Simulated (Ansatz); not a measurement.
Values for one crystal, relaxed and computed with r²SCAN+D4 in the plane-wave PAW code Ansatz; other levels are named.

* **Volume per atom**: 25.98 Å³
* **Band gap**: 0.52 eV (indirect)
* **Hole effective mass with spin–orbit coupling**: 0.41, 0.41, 2.7 mₑ (principal values)
* **Gap with spin–orbit coupling**: 0.48 eV
* **Conduction-band minimum**: at H (2 equivalent valleys)
* **Smallest direct gap on the standard path**: 0.58 eV
* **Electron effective mass**: 0.41 mₑ (isotropic)

Question: Which compound is it?
(A) Bi2Se3, R-3m (Bi on 6c, Se on 3a, Se on 6c)
(B) In2O3, La2O3 or Ni2Al3 type
(C) In2Se3, P3m1 (Pearson symbol hP5)
(D) ZnSe, Pnma (Zn on 4c, Se on 4c)

Answer: C, In2Se3, P3m1 (Pearson symbol hP5)

The start of the workflow was typed in or built on a structure type; neither database checked (COD, Materials Project) lists it. COD files the formula under space group No. 160, 166, 169, 170. Whether it is the stable phase at ambient conditions was not checked. The r²SCAN+D4 relaxation kept the symmetry of its start; its stability against distortions is not shown here. Spin–orbit coupling is left out wherever it is not named.

Potentials: the earlier of the program's two PAW sets.
